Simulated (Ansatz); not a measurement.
## How far is PAW off for BiB?

```xyz
2
Lattice="0.0000 2.7620 2.7620 2.7620 0.0000 2.7620 2.7620 2.7620 0.0000" Properties=species:S:1:pos:R:3 pbc="T T T"
B     0.0000    0.0000    0.0000
Bi    1.3810    1.3810    1.3810
```

Atom numbers follow the list: B1, Bi2.

The structure comes from a relaxation in the same program, started in the zincblende type, and has space group F-43m. Whether it is a known phase or the ground state wasn't checked.

Spin–orbit coupling is left out, though it moves levels of the heavy atoms by tenths of an eV or more.

All numbers are computed: DFT, PBE, PAW with Ansatz's default frozen-core files, scalar-relativistic (Ansatz 0.2.0); DFT, PBE, all-electron PAW with datasets made for the crystal, scalar-relativistic (Ansatz 0.2.0); DFT, PBE, all-electron LAPW, scalar-relativistic (Ansatz 0.2.0).

For PAW: a Γ-centred 11×11×11 k mesh, Fermi–Dirac smearing of 0.05 eV, cutoff 420 eV, no spin polarisation. The crystal-made all-electron datasets (AE datasets) take a cutoff of 260 eV at this cell. LAPW targets a basis error of 0.5 meV/atom. The Ansatz runs share mesh, smearing and spin set-up. Plane-wave (PAW) pressures include the program's estimate of the Pulay term.

Stress and pressure are positive in compression.

Levels count from the top of the valence band.

```tsv
quantity	PAW	AE datasets	LAPW
pressure (GPa)	-0.05	-0.04	-0.04
band gap (eV)	0.149	0.151	0.151
highest filled level at Γ (eV)	0.000	0.000	0.000
lowest empty level at Γ (eV)	0.149	0.151	0.151
highest filled level at W (eV)	-4.049	-4.049	-4.049
lowest empty level at W (eV)	3.266	3.265	3.265
```
